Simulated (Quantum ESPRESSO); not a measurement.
## Si6GaN (input and log of a self-consistent run)

A calculation, not a measurement. The program is pw.x of Quantum ESPRESSO 7.5 (plane-wave density functional theory). The cell is made up: 8 atoms on a zincblende/diamond lattice, with randomly drawn elements, strain and displacements, not relaxed. PseudoDojo standard norm-conserving files (v0.5 for PBE, v0.4.1 for LDA and PBEsol) set the functional; there is no spin polarisation, spin-orbit coupling or dispersion term, and the masses in the input are unused placeholders.

Input:

```
&control calculation='scf', pseudo_dir='./dojo.nc.sr.pbe.v0_5.standard.upf', outdir='./o', disk_io='low', tprnfor=.true., tstress=.true. /
&system ibrav=0, nat=8, ntyp=3, nbnd=31, ecutwfc=84.00895049, nosym=.true., tot_charge=0,
 occupations='smearing', smearing='fd', degauss=0.0073498644
/
&electrons conv_thr=7.350e-09, electron_maxstep=60, /
ATOMIC_SPECIES
Ga 1.0 Ga.upf
N 1.0 N.upf
Si 1.0 Si.upf
CELL_PARAMETERS angstrom
5.4164 0.0009 -0.017
0.0009 5.4937 0.028
-0.017 0.028 5.4246
ATOMIC_POSITIONS angstrom
Si 0.0447 -0.0059 0.0403
Si 0.0251 2.8261 2.6412
Si 2.5838 -0.0547 2.6592
Si 2.7647 2.8603 0.0062
Si 1.1981 1.2337 1.4139
Ga 1.3501 4.0445 4.0899
Si 4.0883 1.2686 4.0651
N 4.096 4.1195 1.3773
K_POINTS automatic
6 6 6 1 1 1
```

The log is shortened where brackets say so; the opening notice, blank lines, dates and the lines on written files are dropped, and the path of the files is cut. It prints rydbergs, bohrs and kilobars, and counts compression as positive stress.

```
     Program PWSCF v.7.5
     Parallel version (MPI & OpenMP), running on       4 processor cores
     Number of MPI processes:                 4
     Threads/MPI process:                     1
     [start-up lines left out]
     bravais-lattice index     =            0
     lattice parameter (alat)  =      10.2356  a.u.
     unit-cell volume          =    1089.2417 (a.u.)^3
     number of atoms/cell      =            8
     number of atomic types    =            3
     number of electrons       =        42.00
     number of Kohn-Sham states=           31
     kinetic-energy cutoff     =      84.0090  Ry
     charge density cutoff     =     336.0358  Ry
     scf convergence threshold =      7.3E-09
     mixing beta               =       0.7000
     number of iterations used =            8  plain     mixing
     Exchange-correlation= PBE
                           (   1   4   3   4   0   0   0)
     [axes and pseudopotential details left out]
   Cartesian axes
     site n.     atom                  positions (alat units)
         1        Si     tau(   1) = (   0.0082527  -0.0010893   0.0074403  )
         2        Si     tau(   2) = (   0.0046341   0.5217646   0.4876278  )
         3        Si     tau(   3) = (   0.4770304  -0.0100989   0.4909510  )
         4        Si     tau(   4) = (   0.5104288   0.5280788   0.0011447  )
         5        Si     tau(   5) = (   0.2211975   0.2277701   0.2610393  )
         6        Ga     tau(   6) = (   0.2492603   0.7467100   0.7550919  )
         7        Si     tau(   7) = (   0.7547965   0.2342135   0.7505132  )
         8        N      tau(   8) = (   0.7562181   0.7605568   0.2542820  )
     number of k points=   108  Fermi-Dirac smearing, width (Ry)=  0.0073
     Number of k-points >= 100: set verbosity='high' to print them.
     Dense  grid:   113293 G-vectors     FFT dimensions: (  60,  64,  60)
     Estimated max dynamical RAM per process >     317.84 MB
     Estimated total dynamical RAM >       1.16 GB
     Initial potential from superposition of free atoms
     starting charge      41.9936, renormalised to      42.0000
     Starting wfcs are   37 randomized atomic wfcs
     total cpu time spent up to now is        5.3 secs
     per-process dynamical memory:   268.2 Mb
     Self-consistent Calculation
     iteration #  1     ecut=    84.01 Ry     beta= 0.70
     Davidson diagonalization with overlap
     ethr =  1.00E-02,  avg # of iterations =  4.0
     total cpu time spent up to now is       18.8 secs
     total energy              =    -224.00088610 Ry
     estimated scf accuracy    <       0.45790003 Ry
     iteration #  2     ecut=    84.01 Ry     beta= 0.70
     Davidson diagonalization with overlap
     ethr =  1.09E-03,  avg # of iterations =  5.0
     total cpu time spent up to now is       31.7 secs
     total energy              =    -223.83714538 Ry
     estimated scf accuracy    <       2.18895975 Ry
     iteration #  3     ecut=    84.01 Ry     beta= 0.70
     Davidson diagonalization with overlap
     ethr =  1.09E-03,  avg # of iterations =  2.9
     total cpu time spent up to now is       43.6 secs
     total energy              =    -224.17808909 Ry
     estimated scf accuracy    <       0.06252030 Ry
     iteration #  4     ecut=    84.01 Ry     beta= 0.70
     Davidson diagonalization with overlap
     ethr =  1.49E-04,  avg # of iterations =  3.7
     total cpu time spent up to now is       55.5 secs
     total energy              =    -224.18885784 Ry
     estimated scf accuracy    <       0.00635012 Ry
     iteration #  5     ecut=    84.01 Ry     beta= 0.70
     Davidson diagonalization with overlap
     ethr =  1.51E-05,  avg # of iterations =  8.2
     total cpu time spent up to now is       71.1 secs
     total energy              =    -224.18989963 Ry
     estimated scf accuracy    <       0.00104114 Ry
     iteration #  6     ecut=    84.01 Ry     beta= 0.70
     Davidson diagonalization with overlap
     ethr =  2.48E-06,  avg # of iterations =  5.4
     total cpu time spent up to now is       84.3 secs
     total energy              =    -224.19012991 Ry
     estimated scf accuracy    <       0.00014500 Ry
     iteration #  7     ecut=    84.01 Ry     beta= 0.70
     Davidson diagonalization with overlap
     ethr =  3.45E-07,  avg # of iterations =  2.0
     total cpu time spent up to now is       93.9 secs
     total energy              =    -224.19015651 Ry
     estimated scf accuracy    <       0.00000306 Ry
     iteration #  8     ecut=    84.01 Ry     beta= 0.70
     Davidson diagonalization with overlap
     ethr =  7.29E-09,  avg # of iterations =  3.7
     total cpu time spent up to now is      107.0 secs
     total energy              =    -224.19015804 Ry
     estimated scf accuracy    <       0.00000110 Ry
     iteration #  9     ecut=    84.01 Ry     beta= 0.70
     Davidson diagonalization with overlap
     ethr =  2.63E-09,  avg # of iterations =  2.0
     total cpu time spent up to now is      117.5 secs
     total energy              =    -224.19015822 Ry
     estimated scf accuracy    <       0.00000008 Ry
     iteration # 10     ecut=    84.01 Ry     beta= 0.70
     Davidson diagonalization with overlap
     ethr =  1.88E-10,  avg # of iterations =  2.0
     total cpu time spent up to now is      128.3 secs
     total energy              =    -224.19015824 Ry
     estimated scf accuracy    <       0.00000001 Ry
     iteration # 11     ecut=    84.01 Ry     beta= 0.70
     Davidson diagonalization with overlap
     ethr =  2.96E-11,  avg # of iterations =  2.0
     total cpu time spent up to now is      138.5 secs
     End of self-consistent calculation
     Number of k-points >= 100: set verbosity='high' to print the bands.
     the Fermi energy is     5.6756 ev
!    total energy              =    -224.19015824 Ry
     estimated scf accuracy    <          2.5E-09 Ry
     smearing contrib. (-TS)   =      -0.00553011 Ry
     internal energy E=F+TS    =    -224.18462813 Ry
     The total energy is F=E-TS. E is the sum of the following terms:
     one-electron contribution =    -101.12662321 Ry
     hartree contribution      =      74.31798362 Ry
     xc contribution           =     -65.89496614 Ry
     ewald contribution        =    -131.48102239 Ry
     convergence has been achieved in  11 iterations
     Forces acting on atoms (cartesian axes, Ry/au):
     atom    1 type  3   force =    -0.06805289   -0.08787607   -0.01489489
     atom    2 type  3   force =    -0.08773601    0.00055948   -0.02214945
     atom    3 type  3   force =     0.09158738   -0.02012450   -0.00004872
     atom    4 type  3   force =     0.06658320   -0.04930029    0.07027571
     atom    5 type  3   force =     0.05884266    0.08941279   -0.00829632
     atom    6 type  1   force =    -0.02369502    0.03342008    0.00535940
     atom    7 type  3   force =    -0.03062275    0.05087171   -0.01925388
     atom    8 type  2   force =    -0.00690657   -0.01696321   -0.01099184
     Total force =     0.242786     Total SCF correction =     0.000108
     Computing stress (Cartesian axis) and pressure
          total   stress  (Ry/bohr**3)                   (kbar)     P=      -43.62
  -0.00031827  -0.00005881   0.00022720          -46.82       -8.65       33.42
  -0.00005881  -0.00031765  -0.00000284           -8.65      -46.73       -0.42
   0.00022720  -0.00000284  -0.00025369           33.42       -0.42      -37.32
     init_run     :      4.99s CPU      5.27s WALL (       1 calls)
     electrons    :    132.39s CPU    133.25s WALL (       1 calls)
     forces       :      2.50s CPU      2.50s WALL (       1 calls)
     stress       :      8.09s CPU      8.10s WALL (       1 calls)
     [timing details left out]
     PWSCF        :   2m28.11s CPU   2m29.31s WALL
     JOB DONE.
```

In other units: free energy -3050.262 eV for the cell, pressure -4.36 GPa, largest force component 2.355 eV/Å. A rerun of this cell at 1437 eV and a 8 x 8 x 8 mesh moved values by no more than 0.004 eV in energy, 0.03 GPa in stress and 0.008 eV/Å in force.